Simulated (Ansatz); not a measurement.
SnC (zinc blende, F-43m), a = 5.0341 Å, b = 5.0341 Å, c = 5.0341 Å, α = 90.00°, β = 90.00°, γ = 90.00°; the cell used has 2 atoms.

Relaxed with PBEsol. 

Problem. HSE06 on this cell (Ansatz, an electronic-structure program, PAW) gives a gap of 1.61 eV. What does PBEsol give?

Solution. 0.78 eV.

Cost on shared cores: the PBEsol run (SCF on a 10×10×10 mesh, then bands and DOS) around 8 core-seconds (rough), the HSE06 run (SCF on 7×7×7, then a few points) about 70 core-seconds (a rough figure); the tasks are unlike.

The start of the workflow was typed in or built on a structure type; neither database checked (COD, Materials Project) lists it. Whether it is the stable phase at ambient conditions was not checked. The PBEsol relaxation kept the symmetry of its start; its stability against distortions is not shown here. Its formation energy is positive at this level, so the cell may be metastable or incomplete. Scalar-relativistic: spin–orbit coupling is off unless named, which matters more the heavier the elements.

Potentials: the later of the program's two PAW sets.

Ansatz is a plane-wave DFT program.
